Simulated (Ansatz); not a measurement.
The elements of this relaxed trial crystal are hidden behind letters.

```
lattice vectors (Å)
   5.8946    0.0000    0.0000
   0.0000    5.8946    0.0000
   0.0000    0.0000    5.8946
fractional positions
X 0.0000 0.5000 0.5000
X 0.5000 0.5000 0.0000
X 0.5000 0.0000 0.5000
Z 0.0000 0.0000 0.0000
Q 0.5000 0.0000 0.0000
Q 0.0000 0.0000 0.5000
Q 0.5000 0.5000 0.5000
Q 0.0000 0.5000 0.0000
```

Method: DFT PBE, scalar-relativistic, plane waves, PAW (Ansatz 0.2.0). Settings of the last relaxation (8-atom cell): 420 eV, 6×6×6 k points, Gaussian smearing of 0.10 eV, no spin polarisation.

| Item | Value |
| --- | --- |
| Space group | Pm-3m (No. 221) |
| Conventional cell | a = 5.895 Å |
| Volume per atom | 25.60 Å³ |
| Density | 5.61 g/cm³ |
| Formation energy | −0.44 eV/atom |
| Gap on the 6×6×6 mesh of the 8-atom cell | 0 eV (the bands meet within 0.015 eV) |

Energies are uncorrected and count from the elements' standard states at the same level.

Question: X is a p-block element of period 5, Z is a p-block element of period 6 and Q is a p-block element of period 3. Which elements are they?

Answer: X = Sn, Z = Pb, Q = S, so the formula is Sn3PbS4. Density times volume gives a mean mass of 5.61 × 25.60/1.6605 = 86.5 u per atom, and this set has 86.4 u. Around Sn lie 6 S at 2.95 Å; around Pb lie 6 S at 2.95 Å; around S on a site of symmetry 4/mmm lie 2 Pb at 2.95 Å and 4 Sn at 2.95 Å; 1 more site not described. Other sets within the hints have nearly the same mass, so mass alone doesn't settle it; this one was computed.

These runs have no spin–orbit coupling, which can matter for Pb. The zero gap may come from the functional, which often closes small gaps. A later test with randomly moved atoms led to a structure 30 meV/atom lower, so this end is a saddle point or a shallow minimum.
